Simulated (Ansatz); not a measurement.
## VF2 in the fluorite structure

The computed numbers are results of PBEsol, scalar-relativistic (collinear spin) in the plane-wave PAW code Ansatz at 420 eV, Γ-centred 10×10×10 mesh, 0.05 eV Gaussian smearing. The datasets are Ansatz's generated set soft_2.

```
CELL_PARAMETERS angstrom
0.00000 2.54444 2.54444
2.54444 0.00000 2.54444
2.54444 2.54444 0.00000
ATOMIC_POSITIONS crystal
V 0.00000 0.00000 0.00000
F 0.25000 0.25000 0.25000
F 0.75000 0.75000 0.75000
```

The start was a prototype's sites filled with these elements. The Crystallography Open Database lists the compound in space group P42/mnm, so this is a trial structure.

Magnetic state: ferromagnetic, site spin moments V 2.37 μB.

The cell is relaxed to zero pressure at this level.

The cell has space group Fm-3m (read at 0.01 Å). In it the stress is 0.00, 0.00, 0.00, 0.00, 0.00, 0.00 GPa and the largest force component 0.000 eV/Å. Each change below starts from this cell, without further relaxation. Stress is in GPa, positive in compression, in the order xx, yy, zz, yz, xz, xy; energies are counted from the cell above and are free energies with the smearing's entropy, which match forces and stress in a metal.

**Question.** What happens when atom 2 (F) is moved by 0.08 Å along z?

**Answer.** The energy changes by 13.6 meV per cell, and the force on it along the shift is -0.346 eV/Å (−F/u = 4.32 eV/Å²). Stress: 0.08, 0.08, 0.57, 0.00, 0.00, 0.47. Spin moments: V 2.34 μB.
| atom | Fx (eV/Å) | Fy | Fz |
| --- | --- | --- | --- |
| V1 | 0.000 | 0.000 | 0.153 |
| F2 | 0.000 | 0.000 | -0.346 |
| F3 | 0.000 | 0.000 | 0.192 |
In a harmonic crystal the energy would rise by −½F·u = ½ × 4.32 × 0.08² eV = 13.8 meV, which matches.

**Question.** What stress follows from an engineering strain of 2 % in xy, atoms carried along?

**Answer.** 0.02, 0.02, 0.07, 0.00, 0.00, 0.70 GPa; the energy changes by -1.6 meV per cell.
```tsv
atom	Fx (eV/Å)	Fy	Fz
V1	0.000	0.000	0.000
F2	0.000	0.000	0.025
F3	0.000	0.000	-0.025
```
The stress changes with the wrong sign for a stable crystal (a clamped-atom constant of about -35 GPa), so the cell is unstable against this strain on this mesh; in a metal a finer mesh can change the sign.

Site moments are of spin, integrated over atomic spheres. A displaced or strained copy of the relaxed cell lay 0.6 meV/atom lower, so on this mesh the structure isn't a minimum; in a metal a finer mesh can change so small a difference. Compounds of this kind are often insulators, Mott or charge-transfer ones with an open 3d shell, so the metal found may come from the functional, which lacks a U or exact exchange, or from the structure. Only parallel moments were tried, so the real magnetic order may be another.
